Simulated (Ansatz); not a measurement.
A relaxed cell of Lu4Pd is given with its symmetry left out. The cell was found from a structure generator's guess, not taken from experiment.

All numbers below come from DFT PBE, scalar-relativistic, plane waves, PAW (Ansatz 0.2.0). Cutoff 420 eV, Γ-centred mesh, Gaussian smearing, no spin polarisation.

```
Lu Pd
1.0
     5.34793    0.00000    0.00000
     0.00000    5.34793    0.00000
     0.00000    0.00000    5.34793
Lu Pd
4 1
Direct
  0.00000 0.50000 0.50000
  0.50000 0.00000 0.50000
  0.50000 0.50000 0.00000
  0.00000 0.00000 0.00000
  0.50000 0.50000 0.50000
```

The zero of energy is the elements' standard structures at the same level; no fitted shifts are applied.

(1) What space group does it have?

(2) What is its formation energy per atom?

(3) Is it a metal?

Answers

(1) Pm-3m (No. 221). Conventional cell: a = 5.348 Å. Lu on a site of symmetry 4/mmm is surrounded by 2 Pd at 2.67 Å and 12 Lu at 3.78 Å; Lu on a site of symmetry m-3m is surrounded by 12 Lu at 3.78 Å; Pd has 6 Lu at 2.67 Å.

(2) −0.07 eV/atom. Whether it is stable depends on the other phases of the system, which aren't compared here.

(3) Yes, bands cross the Fermi level on the 8×8×8 mesh.

The last run used an 8×8×8 mesh for its 5-atom cell and Gaussian smearing of 0.10 eV. Symmetry constrained the relaxation, so the result can be a saddle point.
